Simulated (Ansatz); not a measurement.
Data:

NaMo3Se3:
```yaml
crystal:
  lattice:
    - [8.78192, 0.00000, 0.00000]
    - [-4.39096, 7.60537, 0.00000]
    - [0.00000, 0.00000, 4.48250]
  atoms:
    - { symbol: Na, position: [0.33333, 0.66667, 0.25000] }
    - { symbol: Na, position: [0.66667, 0.33333, 0.75000] }
    - { symbol: Mo, position: [0.14640, 0.19121, 0.25000] }
    - { symbol: Mo, position: [0.85360, 0.80879, 0.75000] }
    - { symbol: Mo, position: [0.95519, 0.14640, 0.75000] }
    - { symbol: Mo, position: [0.04481, 0.85360, 0.25000] }
    - { symbol: Mo, position: [0.80879, 0.95519, 0.25000] }
    - { symbol: Mo, position: [0.19121, 0.04481, 0.75000] }
    - { symbol: Se, position: [0.91087, 0.29271, 0.25000] }
    - { symbol: Se, position: [0.08913, 0.70729, 0.75000] }
    - { symbol: Se, position: [0.61817, 0.91087, 0.75000] }
    - { symbol: Se, position: [0.38183, 0.08913, 0.25000] }
    - { symbol: Se, position: [0.70729, 0.61817, 0.25000] }
    - { symbol: Se, position: [0.29271, 0.38183, 0.75000] }
```

This is the r²SCAN-relaxed structure.

Question: All from the program Ansatz at the r²SCAN level (PAW), unless another level is named. Predict the electronic character.

Answer: metallic (no gap).

Question: Predict the density of states at the Fermi level.

Answer: 0.04 states/eV per atom (mean over ±0.08 eV).

Question: Predict the formation energy from the elements (no fitted shifts).

Answer: -0.76 eV/atom.

Space group P6_3/m. The workflow started from a Materials Project entry (that database holds measured and hypothetical structures alike); the Crystallography Open Database copy checked does not list it. Whether it is the stable phase at ambient conditions was not checked. The r²SCAN relaxation kept the symmetry of its start; whether a distortion lowers the energy is not shown. The run is not spin-polarised. A small band overlap can be real or an error of a semilocal functional. The references are the lowest solids computed at this level, not always the standard phases. Scalar-relativistic: spin–orbit coupling is off unless named, which matters more the heavier the elements.

Potentials: the later of the program's two PAW sets.
